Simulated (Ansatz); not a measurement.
## TiMoSe4: from a guess to a relaxed structure

Theory: DFT PBE, scalar-relativistic, plane waves, PAW in Ansatz. Cutoff 420 eV, Gaussian smearing, Γ-centred meshes. Cell and atoms relax first on a coarse mesh, the cell is then made exact in the group found at 0.06 to 0.08 Å, and last on a converged mesh; the steps can't lower the symmetry of their start. Collinear spin, starting moments Ti 1.0; Mo 1.0 μB; the moments died out early, so the last step has no spin.

This trial cell of TiMoSe4 was written down by chemical analogy (P-3m1, No. 164). Its size is a guess.

Space group P-3m1 (No. 164). a = 3.420 Å, b = 3.420 Å, c = 13.680 Å, α = 90.00°, β = 90.00°, γ = 120.00°
```json
{"atom": "Ti", "site": "1a", "symmetry": "-3m.", "x": "0.0000", "y": "0.0000", "z": "0.0000"}
{"atom": "Mo", "site": "1b", "symmetry": "-3m.", "x": "0.0000", "y": "0.0000", "z": "0.5000"}
{"atom": "Se", "site": "2d", "symmetry": "3m.", "x": "0.6667", "y": "0.3333", "z": "0.8860"}
{"atom": "Se", "site": "2d", "symmetry": "3m.", "x": "0.6667", "y": "0.3333", "z": "0.3830"}
```

Formation energies are uncorrected and refer to the elements' standard structures at the same level.

**Question.** Where does the relaxation end?

**Answer.** The symmetry stays P-3m1 (No. 164). The volume per atom stays near 23.2 Å³. The shortest distance goes from 2.52 Å (Ti–Se) to 2.54 Å (Ti–Se). Conventional cell: a = 3.424 Å, c = 13.711 Å. Ti is surrounded by 6 Se at 2.54 Å; Mo is surrounded by 6 Se at 2.57 Å; around Se on its first site lie 3 Ti at 2.54 Å; Se on its second site has 3 Mo at 2.57 Å.

```
CELL_PARAMETERS angstrom
3.42373 0.00000 0.00000
-1.71186 2.96504 0.00000
0.00000 0.00000 13.71112
ATOMIC_POSITIONS crystal
Ti 0.00000 0.00000 0.00000
Mo 0.00000 0.00000 0.50000
Se 0.66667 0.33333 0.88333
Se 0.33333 0.66667 0.11667
Se 0.66667 0.33333 0.37980
Se 0.33333 0.66667 0.62020
```

**Question.** Give its energy and gap.

**Answer.** The energy over the elements is −0.77 eV/atom and the gap on the 12×12×4 mesh of the 6-atom cell is 0 eV (a metal).

The last run used Gaussian smearing of 0.10 eV. Weakly bound directions are ill-defined at this level, which has no dispersion term. The reference form of Se is held partly by dispersion forces, which this level lacks. A structure relaxed within its symmetry needn't be a true minimum. Another cell of the same search, in P3m1, lies 117 meV/atom lower, so this cell isn't the stable form at this level.
